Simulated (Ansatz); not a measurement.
**Calculated O-17 NMR of the central transition for MgH12SeO9**

Cell: a computed structure from the Materials Project (it need not be an observed phase), atoms as given.

```cif
data_MgH12SeO9
_symmetry_space_group_name_H-M 'R3:H'
_symmetry_Int_Tables_number 146
_cell_length_a 8.9766
_cell_length_b 8.9766
_cell_length_c 9.0637
_cell_angle_alpha 90.000
_cell_angle_beta 90.000
_cell_angle_gamma 120.000
loop_
_atom_site_label
_atom_site_type_symbol
_atom_site_symmetry_multiplicity
_atom_site_Wyckoff_symbol
_atom_site_fract_x
_atom_site_fract_y
_atom_site_fract_z
Mg Mg 3 a 0.0000 0.0000 0.9940
H2 H 9 b 0.5587 0.0342 0.4852
H5 H 9 b 0.7657 0.1339 0.4949
H8 H 9 b 0.9758 0.1591 0.7421
H11 H 9 b 0.2767 0.9227 0.5402
Se Se 3 a 0.0000 0.0000 0.4766
O15 O 9 b 0.9457 0.1391 0.5628
O18 O 9 b 0.6651 0.1389 0.4536
O21 O 9 b 0.3389 0.8588 0.5161
```

One atom of each set is listed; the run and its k-mesh use a cell of 23 atoms with edges of 6.00, 6.00, 6.00 Å.

Method: Kohn–Sham DFT in Ansatz, PBE, plane waves and PAW, scalar-relativistic, 420 eV cutoff, Γ-centred 4×4×4 k-points, Fermi–Dirac smearing 0.02 eV.

O-17 has I = 5/2 and Q = -25.58 mb (Pyykkö 2018); at 35.2 T its Larmor frequency is ν₀ = 203.3 MHz. Only the quadrupole interaction is simulated: positions count from each site's isotropic chemical shift, and J coupling is left out, as are shift anisotropy and dipolar coupling, which fast spinning averages.

Question: Simulate the second-order pattern (fast magic-angle spinning, Gaussian broadening 0.3 kHz) of site O18 (2 H at 0.99–1.00 Å, 1 Mg at 2.08 Å).

Answer: The calculation gives C_Q = 8.66 MHz and η = 0.70, so ν_Q = 1.30 MHz and the centre of gravity lies at -12.7 ppm (-2.57 kHz).

```csv
offset (kHz),height
-6.324,0
-6.154,1
-5.983,4
-5.813,8
-5.643,9
-5.473,9
-5.303,12
-5.133,19
-4.963,23
-4.793,24
-4.622,25
-4.452,26
-4.282,28
-4.112,30
-3.942,32
-3.772,34
-3.602,38
-3.431,51
-3.261,84
-3.091,100
-2.921,87
-2.751,79
-2.581,80
-2.411,88
-2.241,90
-2.070,76
-1.900,64
-1.730,57
-1.560,52
-1.390,48
-1.220,45
-1.050,42
-0.879,40
-0.709,38
-0.539,37
-0.369,35
-0.199,28
-0.029,13
0.141,2
0.311,0
```

At O18 V_zz stands upright on the plane through its three neighbours (within 1°).

The largest force is 0.3 eV/Å, so the atoms aren't at the calculated equilibrium and relaxing them would move these values.

Hardware: 1 thread of Arm Neoverse V2 (aarch64; 8 cores open to the job, memory cap 2.5 GiB, no GPU), a shared host with a load of 0.6 a core. Wall time 23 s, CPU time 23 s, peak memory 0.5 GiB.
